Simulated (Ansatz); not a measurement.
SrTiO3 (cubic perovskite)

```xyz
5
Lattice="3.9364 0.0000 0.0000 0.0000 3.9364 0.0000 0.0000 0.0000 3.9364" Properties=species:S:1:pos:R:3 pbc="T T T"
Sr     0.0000     0.0000     0.0000
Ti     1.9682     1.9682     1.9682
O      0.0000     1.9682     1.9682
O      1.9682     1.9682     0.0000
O      1.9682     0.0000     1.9682
```

The slice is a {110} plane (indices of the conventional cell) through the point (0.000, 0.500, 0.500) (fractional), spanned by u = [100] and v = [011] in vectors of this cell: u (3.94 Å) and v (5.57 Å, at 90° to u). It covers one period; positions are fractions (u, v).

Level of theory: PBE (plane waves to 420 eV, PAW, scalar-relativistic; Ansatz, a program for electronic structure). k mesh 8×8×8. These are valence fields of a PAW run, semicore shells included where kept as valence: close to a nucleus they are smooth pseudo fields. SrTiO3 is run without spin polarisation. SrTiO3 was relaxed with its symmetry unable to fall.

Three fields on this plane, each scaled to ten steps between its own extremes (0 low, 9 high; the total valence density on a logarithmic scale, the potential cut 8 eV below its top; x marks points blanked near nuclei; v = 0 in the bottom row):

Map A
```
|xxxx100xxxxxxx001xxx|
|xxxx300xxxxxxx003xxx|
|xxx65100xxxxx00156xx|
|x788740000x000047887|
|88987641000001467898|
|78887765433345677888|
|55567777777777777655|
|00135678899988765310|
|00001468999998641000|
|x0000157999997510000|
|xxx000368999863000xx|
|xxxx0015789875100xxx|
|xxxx0004788874000xxx|
|xxxxx00468986400xxxx|
|xxxx0004788874000xxx|
|xxxx0015789875100xxx|
|xxx000368999863000xx|
|x0000157999997510000|
|00001468999998641000|
|00135678899988765310|
|55567777777777777655|
|78887765433345677888|
|88987641000001467898|
|x788740000x000047887|
|xxx65100xxxxx00156xx|
|xxxx300xxxxxxx003xxx|
|xxxx100xxxxxxx001xxx|
|xxxxx0xxxxxxxxx0xxxx|
```

Map B
```
|xxxx723xxxxxxx327xxx|
|xxxx612xxxxxxx216xxx|
|xxx85102xxxxx20158xx|
|x886310013x310013688|
|66531000000000001356|
|11110000000000000111|
|00000000000000000000|
|22100000000000000012|
|87631000000000001367|
|x9985100000000015899|
|xxx984000000000489xx|
|xxxx9710000000179xxx|
|xxxx9830000000389xxx|
|xxxxx84000000048xxxx|
|xxxx9830000000389xxx|
|xxxx9710000000179xxx|
|xxx984000000000489xx|
|x9985100000000015899|
|87631000000000001367|
|22100000000000000012|
|00000000000000000000|
|11110000000000000111|
|66531000000000001356|
|x886310013x310013688|
|xxx85102xxxxx20158xx|
|xxxx612xxxxxxx216xxx|
|xxxx723xxxxxxx327xxx|
|xxxxx2xxxxxxxxx2xxxx|
```

Map C
```
|xxxx979xxxxxxx979xxx|
|xxxx878xxxxxxx878xxx|
|xxx86568xxxxx86568xx|
|x876544578x875445678|
|66544334556554334456|
|44333233444443323334|
|33322223344433222233|
|55432222333332222345|
|77654322233322234567|
|x9976432222222346799|
|xxx975321111123579xx|
|xxxx9642100012469xxx|
|xxxx9752100012579xxx|
|xxxxx75210001257xxxx|
|xxxx9752100012579xxx|
|xxxx9642100012469xxx|
|xxx975321111123579xx|
|x9976432222222346799|
|77654322233322234567|
|55432222333332222345|
|33322223344433222233|
|44333233444443323334|
|66544334556554334456|
|x876544578x875445678|
|xxx86568xxxxx86568xx|
|xxxx878xxxxxxx878xxx|
|xxxx979xxxxxxx979xxx|
|xxxxx8xxxxxxxxx8xxxx|
```

Question: Assign the maps to these fields: electron localisation function (ELF); valence electron density; electrostatic potential energy of an electron, from the cell's mean.

Answer: A is the electrostatic potential energy of an electron, from the cell's mean; B is the electron localisation function (ELF); C is the valence electron density.
